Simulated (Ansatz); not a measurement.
BP:
Space group F-43m (No. 216); a = 4.5483 Å, b = 4.5483 Å, c = 4.5483 Å, α = 90.00°, β = 90.00°, γ = 90.00°

```csv
atom,site,symmetry,x,y,z
B,4d,-43m,0.7500,0.7500,0.7500
P,4b,-43m,0.5000,0.5000,0.5000
```
(The calculation used a cell of 2 atoms; values per cell refer to that cell.)

Relaxed with PBE.

Problem. Give the optical modes at the zone centre with their infrared and Raman activity from DFPT, plane-wave PAW PBE (Ansatz code).

Solution. Transverse frequencies, without the LO–TO term; a row sums one degenerate level.

```csv
ω (cm⁻¹),degeneracy,IR ((D/Å)²/amu),Raman (Å⁴/amu),activity,symmetry
800,3,2.09,870,IR+Raman,T2
```

Problem. How high does the top mode go among those that the LO–TO term moves?

Solution. 804 cm⁻¹ for q along x.

The PBE relaxation kept the symmetry of its start; phonons on a q-mesh show no instability. The volume moved by 18 % from the start of the relaxation.

Potentials: the later of the program's two PAW sets.
